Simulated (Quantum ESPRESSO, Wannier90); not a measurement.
**Wannierisation of NaI (rock salt)**

Cell from Materials Project (mp-23268), symmetrised, no further relaxation. COD (Crystallography Open Database) has an entry of this formula and space group (matched by these alone). Level: PBEsol, no spin polarisation, no spin-orbit coupling; pw.x of Quantum ESPRESSO at 71 Ry with PseudoDojo potentials, 8×8×8 k-points, Wannier90. Density: 8×8×8 mesh, cold smearing 0.01 Ry. Spin-orbit coupling is left out although heavy elements are present.

On the energy scale of pw.x, whose zero is arbitrary, the valence-band maximum lies at 1.84 eV.

Input w.win:

```
num_bands = 14
num_wann = 7
exclude_bands = 1-5
num_iter = 800
conv_tol = 1.0e-6
conv_window = 4
dis_num_iter = 1000
dis_conv_tol = 1.0e-6
dis_froz_max = 6.89
write_hr = true
write_u_matrices = true
begin projections
f=-0.00147,0.01005,0.00282: s;p
f=0.48713,0.50112,0.50753: p
end projections
begin unit_cell_cart
ang
    0.0000000000    3.2186550000    3.2186550000
    3.2186550000    0.0000000000    3.2186550000
    3.2186550000    3.2186550000    0.0000000000
end unit_cell_cart
begin atoms_frac
Na   0.0000000000  0.0000000000  0.0000000000
I    0.5000000000  0.5000000000  0.5000000000
end atoms_frac
mp_grid = 8 8 8
begin kpoints
0.0000000000 0.0000000000 0.0000000000
0.0000000000 0.0000000000 0.1250000000
0.0000000000 0.0000000000 0.2500000000
... (509 more lines: the 8x8x8 mesh through Gamma)
end kpoints
```

Input of pw2wannier90.x that gives the overlap and projection files (equivalent; here they were cut from one run over all bands):

```
&inputpp
  outdir = './out'
  prefix = 'pwscf'
  seedname = 'w'
  write_amn = .true.
  write_mmn = .true.
/
```

Output w.wout (banner and timings cut):

```
                                    ------
                                    SYSTEM
                                    ------

                              Lattice Vectors (Ang)
                    a_1     0.000000   3.218655   3.218655
                    a_2     3.218655   0.000000   3.218655
                    a_3     3.218655   3.218655   0.000000

                   Unit Cell Volume:      66.68886  (Ang^3)

                        Reciprocal-Space Vectors (Ang^-1)
                    b_1    -0.976058   0.976058   0.976058
                    b_2     0.976058  -0.976058   0.976058
                    b_3     0.976058   0.976058  -0.976058

 *----------------------------------------------------------------------------*
 |   Site       Fractional Coordinate          Cartesian Coordinate (Ang)     |
 +----------------------------------------------------------------------------+
 | na   1   0.00000   0.00000   0.00000   |    0.00000   0.00000   0.00000    |
 | i    1   0.50000   0.50000   0.50000   |    3.21866   3.21866   3.21866    |
 *----------------------------------------------------------------------------*
                                ------------
                                K-POINT GRID
                                ------------

             Grid size =  8 x  8 x  8      Total points =  512

 *---------------------------------- MAIN ------------------------------------*
 |  Number of Wannier Functions               :                 7             |
 |  Number of Objective Wannier Functions     :                 7             |
 |  Number of input Bloch states              :                14             |
 |  Output verbosity (1=low, 5=high)          :                 1             |
 |  Timing Level (1=low, 5=high)              :                 1             |
 |  Optimisation (0=memory, 3=speed)          :                 3             |
 |  Length Unit                               :               Ang             |
 |  Post-processing setup (write *.nnkp)      :                 F             |
 |  Using Gamma-only branch of algorithms     :                 F             |
 *----------------------------------------------------------------------------*
 *------------------------------- WANNIERISE ---------------------------------*
 |  Total number of iterations                :               800             |
 |  Number of CG steps before reset           :                 5             |
 |  Trial step length for line search         :             2.000             |
 |  Convergence tolerence                     :         0.100E-05             |
 |  Convergence window                        :                 4             |
 |  Iterations between writing output         :                 1             |
 |  Iterations between backing up to disk     :               100             |
 |  Write r^2_nm to file                      :                 F             |
 |  Write xyz WF centres to file              :                 F             |
 |  Write on-site energies <0n|H|0n> to file  :                 F             |
 |  Use guiding centre to control phases      :                 F             |
 |  Use phases for initial projections        :                 F             |
 *----------------------------------------------------------------------------*
 *------------------------------- DISENTANGLE --------------------------------*
 |  Using band disentanglement                :                 T             |
 |  Total number of iterations                :              1000             |
 |  Mixing ratio                              :             0.500             |
 |  Convergence tolerence                     :         1.000E-06             |
 |  Convergence window                        :                 3             |
 *----------------------------------------------------------------------------*
 *-------------------------------- PLOTTING ----------------------------------*
 |  Plotting Hamiltonian in WF basis          :                 T             |
 *----------------------------------------------------------------------------*

       ... (k-mesh section left out)

 Starting a new Wannier90 calculation ...

 Reading overlaps from w.mmn

 Reading projections from w.amn

 *------------------------------- DISENTANGLE --------------------------------*
 +----------------------------------------------------------------------------+
 |                              Energy  Windows                               |
 |                              ---------------                               |
 |                   Outer:   -0.43073  to   19.56609  (eV)                   |
 |                   Inner:   -0.43073  to    6.89000  (eV)                   |
 +----------------------------------------------------------------------------+
   Number of target bands to extract:    7

                   Unitarised projection of Wannier functions
                   ------------------------------------------
   A_mn = <psi_m|g_n> --> S = A.A^+ --> U = S^-1/2.A
   In dis_project... done
   Using an inner window (linner = T)
   In dis_proj_froz... done

                   Extraction of optimally-connected subspace
                   ------------------------------------------
 +---------------------------------------------------------------------+<-- DIS
 |  Iter     Omega_I(i-1)      Omega_I(i)      Delta (frac.)           |<-- DIS
 +---------------------------------------------------------------------+<-- DIS
       1      23.03457250      20.20252054       1.402E-01    <-- DIS
       2      21.30012443      19.49016329       9.287E-02    <-- DIS
       3      20.29628875      19.04084307       6.593E-02    <-- DIS
       4      19.59491716      18.72102930       4.668E-02    <-- DIS
       5      19.10138311      18.48450453       3.337E-02    <-- DIS
       6      18.74822017      18.30467959       2.423E-02    <-- DIS
       ... (lines left out)
      88      17.29616831      17.29618401      -9.076E-07    <-- DIS
      89      17.29580525      17.29581251      -4.201E-07    <-- DIS
      90      17.29544847      17.29544695       8.826E-08    <-- DIS

             <<<      Delta < 1.000E-06  over  3 iterations     >>>
             <<< Disentanglement convergence criteria satisfied >>>

        Final Omega_I    17.29544695 (Ang^2)

 +----------------------------------------------------------------------------+

 Writing checkpoint file w.chk... done

 *------------------------------- WANNIERISE ---------------------------------*
 +--------------------------------------------------------------------+<-- CONV
 | Iter  Delta Spread     RMS Gradient      Spread (Ang^2)            |<-- CONV
 +--------------------------------------------------------------------+<-- CONV

 ------------------------------------------------------------------------------
 Initial State
  WF centre and spread    1  ( -0.003708,  0.000992,  0.001386 )     3.73601694
  WF centre and spread    2  (  0.066812,  0.020119, -0.016371 )     4.63655749
  WF centre and spread    3  (  0.021157,  0.020035,  0.080610 )     4.63725699
  WF centre and spread    4  (  0.067151, -0.008704,  0.081139 )     4.63199910
  WF centre and spread    5  (  3.215232,  3.216394,  3.210372 )     1.93283248
  WF centre and spread    6  (  3.228421,  3.216421,  3.211114 )     1.93434947
  WF centre and spread    7  (  3.215094,  3.214398,  3.211053 )     1.93376502
  Sum of centres and spreads (  9.810159,  9.679654,  9.779304 )    23.44277749

      0     0.234E+02     0.0000000000       23.4427774853  <-- CONV
        O_D=      0.0043578 O_OD=      6.1429728 O_TOT=     23.4427775 <-- SPRD
 ------------------------------------------------------------------------------
      1    -0.104E+00     0.2206879242       23.3387226454  <-- CONV
        O_D=      0.0036838 O_OD=      6.0395919 O_TOT=     23.3387226 <-- SPRD
      2    -0.830E-01     0.2044591909       23.2557164627  <-- CONV
        O_D=      0.0033390 O_OD=      5.9569306 O_TOT=     23.2557165 <-- SPRD
      3    -0.423E-01     0.1798186324       23.2134249389  <-- CONV
        O_D=      0.0026913 O_OD=      5.9152867 O_TOT=     23.2134249 <-- SPRD
      4    -0.286E-01     0.1229790376       23.1848734056  <-- CONV
        O_D=      0.0024052 O_OD=      5.8870213 O_TOT=     23.1848734 <-- SPRD
      5    -0.218E-01     0.1200543191       23.1631230659  <-- CONV
        O_D=      0.0019758 O_OD=      5.8657003 O_TOT=     23.1631231 <-- SPRD
       ... (lines left out)
    100    -0.147E-02     0.0363267082       20.0859524115  <-- CONV
        O_D=      0.0074291 O_OD=      2.7830764 O_TOT=     20.0859524 <-- SPRD
       ... (lines left out)
    200    -0.918E-04     0.0076993105       20.0478027212  <-- CONV
        O_D=      0.0067685 O_OD=      2.7455872 O_TOT=     20.0478027 <-- SPRD
       ... (lines left out)
    300    -0.151E-04     0.0027272224       20.0428610277  <-- CONV
        O_D=      0.0067351 O_OD=      2.7406790 O_TOT=     20.0428610 <-- SPRD
       ... (lines left out)
    400    -0.273E-05     0.0015903372       20.0422402768  <-- CONV
        O_D=      0.0067399 O_OD=      2.7400535 O_TOT=     20.0422403 <-- SPRD
       ... (lines left out)
    427    -0.959E-06     0.0007188083       20.0422039578  <-- CONV
        O_D=      0.0067398 O_OD=      2.7400172 O_TOT=     20.0422040 <-- SPRD
    428    -0.759E-06     0.0006865161       20.0422031990  <-- CONV
        O_D=      0.0067398 O_OD=      2.7400164 O_TOT=     20.0422032 <-- SPRD
    429    -0.601E-06     0.0005583333       20.0422025983  <-- CONV
        O_D=      0.0067400 O_OD=      2.7400157 O_TOT=     20.0422026 <-- SPRD
             <<<     Delta < 1.000E-06  over  4 iterations     >>>
             <<< Wannierisation convergence criteria satisfied >>>
 Final State
  WF centre and spread    1  ( -0.836293,  0.134494,  0.263514 )     3.54053519
  WF centre and spread    2  (  0.155128,  0.074462, -0.887467 )     3.49745151
  WF centre and spread    3  (  0.536563,  0.628298,  0.449704 )     3.51054970
  WF centre and spread    4  (  0.307334, -0.802950,  0.325654 )     3.51883444
  WF centre and spread    5  (  3.213422,  3.216724,  3.213856 )     1.99212072
  WF centre and spread    6  (  3.224625,  3.216729,  3.211382 )     1.99150720
  WF centre and spread    7  (  3.213350,  3.216093,  3.211299 )     1.99120383
  Sum of centres and spreads (  9.814129,  9.683849,  9.787941 )    20.04220260

         Spreads (Ang^2)       Omega I      =    17.295446947
        ================       Omega D      =     0.006739966
                               Omega OD     =     2.740015685
    Final Spread (Ang^2)       Omega Total  =    20.042202598
```
